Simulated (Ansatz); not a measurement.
An Ansatz input and the part of its output that reports the observables at the nuclei.

The cell is a structure deposited in the COD, relaxed with PBE at fixed cell and then changed (z compressed by 3 %, ions relaxed).

```yaml
crystal:
  lattice:
    - [2.7058, 0.0, 0.0]
    - [-1.3529, 2.3432915376, 0.0]
    - [0.0, 0.0, 4.153443]
  atoms:
    - { symbol: Ru, position: [0.3333333333, 0.6666666667, 0.25] }
    - { symbol: Ru, position: [0.6666666667, 0.3333333333, 0.75] }
kpoints:
  mp_grid: { grid: [20, 20, 11] }
scf:
  occupations: { method: fermi_dirac, width: 0.05 }
hamiltonian:
  xc: pbe
  pseudopotentials: { kind: paw }
output:
  forces: true
  stress: true
  populations: true
  efg: { quadrupole_moments_barn: { Ru: 0.079 }, contact_densities: true }
relax:
  f_tol: 0.02
  max_steps: 60
```

```sh
ansatz run input.yaml --threads 1 --pin off --max-ram 3072MiB --backend cpu --events-out ev --progress --plain --runs-dir out
```

The run relaxes the ions first, and the block belongs to the relaxed positions.

Of the output, the block on the nuclei alone is shown; the set-up, the SCF iterations, energies, forces and stress are cut.

```
--- PAW observables at the nuclei: V_zz in 10²¹ V/m², potentials from the cell's mean, atoms counted from 1 ---
  atom   1  Ru V_zz =    -2.105171   η = 0.0000   by run symmetry: allowed   C_q = -4.0213 MHz
            electrostatic potential = -6806.488665 V   contact ρ = 719501.020467 e/Å³
  atom   2  Ru V_zz =    -2.105171   η = 0.0000   by run symmetry: allowed   C_q = -4.0213 MHz
            electrostatic potential = -6806.488665 V   contact ρ = 719501.020467 e/Å³
```

The relaxation (1 step) took 4.7 s of wall time (4.7 s of CPU time) and 0.51 GiB at its peak, on 1 thread of Intel Xeon 6975P-C (Granite Rapids) (x86_64; 16 cores open to the job, memory cap 3.0 GiB, no GPU), a shared host with a load of 0.1 a core.

With no gap above 0.1 eV, as in a metal, the gradients converge slowly in k; expect changes of a tenth or more on a denser mesh. Without spin–orbit coupling (the program notes it for Ru) the gradients can shift somewhat, as the gap is small. With these PAW files V_zz is typically within 2 to 3 % of all-electron values, but misses above 10 % occur on Ru. At this changed cell the PBE pressure is 16 GPa.
